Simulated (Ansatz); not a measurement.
SrVHO2:
```
SrVHO2
1.0
    3.94455     0.00000     0.00000
    0.00000     3.94455     0.00000
    0.00000     0.00000     3.64868
Sr V O H
1 1 2 1
Direct
  0.50000   0.50000   0.50000
  0.00000   0.00000   0.00000
  0.50000   0.00000   0.00000
  0.00000   0.50000   0.00000
  0.00000   0.00000   0.50000
```
The run is spin-polarised; directions of the spins, atom by atom: 0 ↑ 0 0 0.

Relaxed with r²SCAN.

### Question
Give the Bader charges and basin volumes of the independent atoms, plane-wave PAW r²SCAN (Ansatz code).

### Answer


| atom | Bader charge (e) | Bader volume (Å³) |
|---|---|---|
| Sr1 | +1.59 | 15.6 |
| V2 | +1.76 | 8.5 |
| O3 | -1.37 | 12.7 |
| H5 | -0.60 | 7.3 |

Space group P4/mmm. The start of the workflow was typed in or built on a structure type; neither database checked (COD, Materials Project) lists it. Whether it is the stable phase at ambient conditions was not checked. Symmetry was held in the r²SCAN relaxation; whether a distortion lowers the energy is not shown. The final state is ferromagnetic, the only order run, not a proven ground state. The cell computed holds one magnetic atom, so no antiferromagnetic order was within reach. Other orbital occupations within this spin state were not tried. No Hubbard U is applied.

Potentials: the later of the program's two PAW sets.
